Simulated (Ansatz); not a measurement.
# Rb$_{2}$CdSe$_{2}$O$_{6}$, a database entry at a rescaled volume

```yaml
crystal:
  lattice:
    - [5.74685, 0.00000, 0.00000]
    - [-2.87342, 4.97692, 0.00000]
    - [-2.87342, 1.65897, 6.55223]
  atoms:
    - { symbol: Cd, position: [0.00000, 0.00000, 0.00000] }
    - { symbol: Rb, position: [0.80380, 0.19620, 0.41130] }
    - { symbol: Rb, position: [0.19620, 0.80380, 0.58870] }
    - { symbol: Se, position: [0.62695, 0.37305, 0.88075] }
    - { symbol: Se, position: [0.37305, 0.62695, 0.11925] }
    - { symbol: O, position: [0.74441, 0.25559, 0.77203] }
    - { symbol: O, position: [0.74441, 0.71679, 0.77203] }
    - { symbol: O, position: [0.28321, 0.25559, 0.77203] }
    - { symbol: O, position: [0.25559, 0.74441, 0.22797] }
    - { symbol: O, position: [0.71679, 0.74441, 0.22797] }
    - { symbol: O, position: [0.25559, 0.28321, 0.22797] }
```

Level: PBE, no spin polarisation; 420 eV; 5×5×5 Γ-centred mesh; fermi-dirac occupations (width 0.1 eV); Ansatz 0.2.0, fixed geometry.

Which element gives electrons and which takes them?

Bader charges in e: Rb +0.86, Cd +1.30, Se +1.93, O -1.15. In the mean Se gives up most and O takes most.

What do density and ELF say about some of the short contacts?

Se–O at 1.69 Å: least valence density 1.47 e/Å³ and ELF 0.70 there, a shared, covalent-like contact. Cd–O at 2.33 Å: least valence density 0.35 e/Å³ and ELF 0.12 there. Rb–O at 2.96 Å: least valence density 0.09 e/Å³ and ELF 0.03 there, a closed-shell (ionic or weak) contact. Both are smooth PAW fields, read partly inside the augmentation spheres.

Is it stable against the elements?

-1.25 eV an atom against the elements' usual phases (free molecules for gases, crystals otherwise, with no correction for O₂ or N₂), so it is bound against them; other compounds may still compete. Relaxing would lower it.

What does the stress say?

The pressure is 5.4 GPa (compression positive), so with the atoms held at these fractions the cell would first expand; the forces are large, so a full relaxation may end otherwise. The principal stresses 4.0, 6.1, 6.1 GPa differ, so its shape would change too.

Where is the largest force?

The largest is on Se4 (and as large on other atoms): 1.36 eV/Å, components (0.00, 0.00, 1.36). It makes 115° with the line to a nearest neighbour, O6 at 1.69 Å.

Is there a gap, and of what kind?

The gap is 3.87 eV, indirect (the least direct gap found is 4.13 eV).

Which orbitals make up the band edges?

Within 0.7 eV of the edges, the states project mainly on O p (85 %) below the gap and on Se p (28 %), Cd s (27 %) and O p (23 %) above it.

Origin: a database entry at a rescaled volume.
